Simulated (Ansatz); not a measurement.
KCl:
```cif
data_ClK
_chemical_formula_sum 'K1 Cl1'
_space_group_name_H-M_alt 'P 1'
_space_group_IT_number 1
_cell_length_a 4.51249
_cell_length_b 4.51249
_cell_length_c 4.51249
_cell_angle_alpha 60.000
_cell_angle_beta 60.000
_cell_angle_gamma 60.000
loop_
_space_group_symop_operation_xyz
  'x, y, z'
loop_
_atom_site_label
_atom_site_type_symbol
_atom_site_fract_x
_atom_site_fract_y
_atom_site_fract_z
_atom_site_occupancy
K1 K 0.00000 0.00000 0.00000 1
Cl1 Cl 0.50000 0.50000 0.50000 1
```

Relaxed with PBE.

Problem. Give the optical modes at the zone centre with their infrared and Raman activity from DFPT, the program Ansatz at the PBE level (PAW).

Solution. Transverse frequencies, without the LO–TO term; a row sums one degenerate level.

```
ω (cm⁻¹)  degeneracy  IR ((D/Å)²/amu)  Raman (Å⁴/amu)  activity  symmetry
--------  ----------  ---------------  --------------  --------  --------
125                3             4.75               0        IR       T1u
```

Problem. How high does the top mode go among those that the LO–TO term moves?

Solution. 196 cm⁻¹ for q along x.

Space group Fm-3m (rock salt). Symmetry was held in the PBE relaxation; phonons on a q-mesh show no instability.

Potentials: the later of the program's two PAW sets.
